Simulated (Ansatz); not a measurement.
With plane-wave PAW PBEsol (Ansatz code), CsSnBr$_{3}$ in the cubic perovskite structure (Pm-3m) relaxes to a = 5.753 Å. Cs has 12 nearest neighbours from 4.07 Å (cuboctahedral); Sn has 6 nearest neighbours from 2.88 Å (octahedral). Its formation energy from the elements is -1.22 eV/atom, with no fitted shifts.

Electronic character: no gap, with almost no states at the Fermi level (zero-gap or semimetallic). HSE06 on the same cell gives 0.58 eV (a hybrid on a coarse mesh can open a false gap in a semimetal). Gap from PBEsol with spin–orbit coupling: none (metallic).

An equation-of-state fit gives a bulk modulus of 222 kbar. The relaxed-ion elastic constants in GPa are C11 = 53.4, C12 = 7.2, C44 = 4.9. The elastic constants imply a Debye temperature near 149 K. Bader charges are Cs +0.87, Sn +1.09, Br -0.65 e.

Symmetry was held in the PBEsol relaxation. As this level gives no gap, shear constants depend on the k-mesh and smearing (Fermi–Dirac, 0.1 eV here). The references are the lowest solids computed at this level, not always the standard phases. Scalar-relativistic: spin–orbit coupling is off unless named, which matters more the heavier the elements.

Potentials: the later of the program's two PAW sets.
